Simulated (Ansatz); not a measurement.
A plane-wave DFT run in Ansatz 0.2.0 (scalar-relativistic PAW potentials unless the input names others): input and command.

```yaml
crystal:
  lattice:
    - [-2.7435446935, 2.7435446935, 3.9043132969]
    - [2.7435446935, -2.7435446935, 3.9043132969]
    - [2.7435446935, 2.7435446935, -3.9043132969]
  atoms:
    - { symbol: Sr, position: [0.75, 0.25, 0.5] }
    - { symbol: Sr, position: [0.25, 0.75, 0.5] }
    - { symbol: Ti, position: [0.0, 0.0, 0.0] }
    - { symbol: Ti, position: [0.5, 0.5, 0.0] }
    - { symbol: O, position: [0.25, 0.25, 0.0] }
    - { symbol: O, position: [0.75, 0.75, 0.0] }
    - { symbol: O, position: [0.7253545272, 0.2253545272, 0.9507090543] }
    - { symbol: O, position: [0.2253545272, 0.2746454728, 0.5] }
    - { symbol: O, position: [0.2746454728, 0.7746454728, 0.0492909457] }
    - { symbol: O, position: [0.7746454728, 0.7253545272, 0.5] }
basis:
  ecutwfc: 420
  ecutrho_ratio: 0
kpoints:
  mp_grid: { grid: [8, 8, 8] }
hamiltonian:
  xc: pbesol
scf:
  occupations: { method: gaussian, width: 0.02 }
  max_iter: 60
output:
  forces: true
  eigenvalues: true
  stress: true
```

```bash
ansatz run input.yaml --threads 4 --pin off --max-ram 10240MiB --backend cpu --events-out ev --progress --plain --runs-dir out
```

Question: What is wrong with this input?

Answer: The program refuses it, because of a density cutoff too low for products of the waves, which reach up to 4 times the waves' cutoff (basis.ecutrho_ratio: not typed → 0). Without that key it is accepted.

Abridged log:
```
Error: invalid value for `basis.ecutrho_ratio`: must be in [1, 1024]; got 0
```